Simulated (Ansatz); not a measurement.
ZnSe:
```
CELL_PARAMETERS angstrom
      3.65985     0.00000     0.00000
     -1.82993     3.16952     0.00000
      0.00000     0.00000     3.28008
ATOMIC_POSITIONS crystal
  Zn 0.00000 0.00000 0.00000
  Se 0.66667 0.33333 0.50000
```

Relaxed with PBEsol. Special points in fractions of this cell's reciprocal vectors: Γ (0.000, 0.000, 0.000); M (0.500, 0.000, 0.000); K (0.333, 0.333, 0.000); A (0.000, 0.000, 0.500); L (0.500, 0.000, 0.500); H (0.333, 0.333, 0.500).

Task: List the band energies nearest the Fermi level at these points for the program Ansatz at the PBEsol level (PAW).

Result: In eV from the Fermi level; about four levels below and three above (degenerate sets whole), none deeper than 8.9 eV; … stands for higher levels left out; points with the same levels are listed once.

```json
[
 {"k": "Γ", "below": "-0.86 -0.70 -0.70 -0.05", "above": "5.95 5.95 …"},
 {"k": "M", "below": "-6.73 -6.72 -6.07 -2.35", "above": "0.57 1.69 6.49"},
 {"k": "K", "below": "-6.76 -6.60 -5.79 -4.69", "above": "0.77 5.66 5.92"},
 {"k": "A", "below": "-6.92 -6.92 -6.83 -6.83 -6.15", "above": "0.27 0.27 4.26"},
 {"k": "L", "below": "-4.72 -4.17 -1.26 -0.35", "above": "4.81 4.83 …"},
 {"k": "H", "below": "-4.24 -3.99 -1.98 -0.94", "above": "1.24 8.32 …"}
]
```

Space group P-6m2. The cell is a constructed one: a structure type filled with these elements; neither database checked (COD, Materials Project) lists it. It is not the phase usual at ambient conditions (space group No. 216). The cell keeps a stress of up to 0.3 GPa. The PBEsol relaxation kept the symmetry of its start; of distortions, only those at the zone centre were tested. Spin–orbit coupling is left out wherever it is not named.

Potentials: the later of the program's two PAW sets.
